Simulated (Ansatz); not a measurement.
# Sr: strain energy, fitted

Sr, P6_3/mmc, a = 4.195 Å, c = 6.879 Å. This isn't the element's structure at ambient conditions. Ansatz: PBEsol, PAW, 420 eV, Γ-centred 12×12×8 mesh on 2 atoms, Gaussian smearing 0.10 eV; no spin polarisation. Series: shear of c along a, cell held, atoms relaxed; x is the strain in per cent (engineering shear). y is the free energy over the unstrained cell, V0 = 52.404 Å³/atom. Symmetry makes y even in x.

| x (%) | y (meV/atom) |
| --- | --- |
| 0.0 | 0.00 |
| 1.0 | 0.11 |
| 2.0 | 0.43 |
| 3.0 | 0.97 |
| 4.0 | 1.72 |
| 6.0 | ? |

Task: Fit y = c2 x² + c4 x⁴ to the other rows, turn c2 into a modulus, and predict the missing energy.

Result: Least squares on the rows shown. y = 0.1080 x² − 2.920×10⁻⁵ x⁴. In eV per unit strain² c2 is 1.080; this is the shear stiffness (E = ½ C V0 γ²): 2 × 1.080 × 160.2 / (52.404) = 6.6 GPa. At x = 6.0 the fit asked for gives 3.85 meV/atom. The run gave 3.69 meV/atom, so the fit is 0.16 meV/atom too high, 4.3 % of the span of the series, against an rms of 0.001 meV/atom on the fitted rows. The row lies outside the fitted range. With a term in x⁶ added, a fit to the same known rows predicts 3.80 meV/atom, which recovers part of the miss; the known rows don't hold the rest.